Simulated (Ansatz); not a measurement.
## SrTiO3: from a starting cell to a relaxed one

The start is a generated trial cell of SrTiO3 in the R-3c-perovskite structure type. The cell and all atomic positions are relaxed at zero pressure with PBEsol (plane waves to 420 eV, PAW, scalar-relativistic; Ansatz, a quantum-chemistry and plane-wave program). The first steps use a coarse 5×5×5 k-mesh.

Starting cell:
```yaml
crystal:
  lattice:
    - [2.72864, 1.57538, 4.44517]
    - [-2.72864, 1.57538, 4.44517]
    - [0.00000, -3.15077, 4.44517]
  atoms:
    - { symbol: Sr, position: [0.25000, 0.25000, 0.25000] }
    - { symbol: Sr, position: [0.75000, 0.75000, 0.75000] }
    - { symbol: Ti, position: [0.00000, 0.00000, 0.00000] }
    - { symbol: Ti, position: [0.50000, 0.50000, 0.50000] }
    - { symbol: O, position: [0.77510, 0.72490, 0.25000] }
    - { symbol: O, position: [0.25000, 0.77510, 0.72490] }
    - { symbol: O, position: [0.72490, 0.25000, 0.77510] }
    - { symbol: O, position: [0.22490, 0.27510, 0.75000] }
    - { symbol: O, position: [0.75000, 0.22490, 0.27510] }
    - { symbol: O, position: [0.27510, 0.75000, 0.22490] }
```

* **Initial pressure**: +5.0 GPa (positive: the cell is compressed)
* **Outcome**: The space group stays R-3c (No. 167) (the run could not lower it); the end is AFLOW prototype ABC3_hR10_167_a_b_e (as in LiNbO3), with 10 atoms in the primitive cell
* **Energy released**: 5 meV/atom
* **Volume change**: +2.6 %, from 11.46 to 11.76 Å³/atom
* **Band gap at the end**: 2.00 eV, direct within 0.03 eV (at Γ) (no spin-orbit coupling)
* **Optimiser moves**: 6

It ends as:

```cif
data_O18Sr6Ti6
_chemical_formula_sum 'Sr6 Ti6 O18'
_space_group_name_H-M_alt 'R-3c :H'
_space_group_IT_number 167
_space_group_name_Hall '-R 3 2"c'
_cell_length_a 5.50474
_cell_length_b 5.50474
_cell_length_c 13.44325
_cell_angle_alpha 90.000
_cell_angle_beta 90.000
_cell_angle_gamma 120.000
loop_
_atom_site_label
_atom_site_type_symbol
_atom_site_symmetry_multiplicity
_atom_site_Wyckoff_symbol
_atom_site_fract_x
_atom_site_fract_y
_atom_site_fract_z
_atom_site_occupancy
Sr1 Sr 6 a 0.00000 0.00000 0.25000 1
Ti1 Ti 6 b 0.00000 0.00000 0.00000 1
O1 O 18 e 0.47307 0.47307 0.25000 1
```
(The calculation used a cell of 10 atoms; values per cell refer to that cell.)

Final values are on a 7×7×7 k-mesh of the relaxed cell. No spin polarisation in the result.

The run could not lose the symmetry of its start, so the end can be a saddle point.

The relaxed structure here is a generated cell of SrTiO3: the first start was made by placing the elements on the sites of a structure type, and the end was not matched to a known phase here, so it may be hypothetical. Known forms of SrTiO3 include space group No. 221.
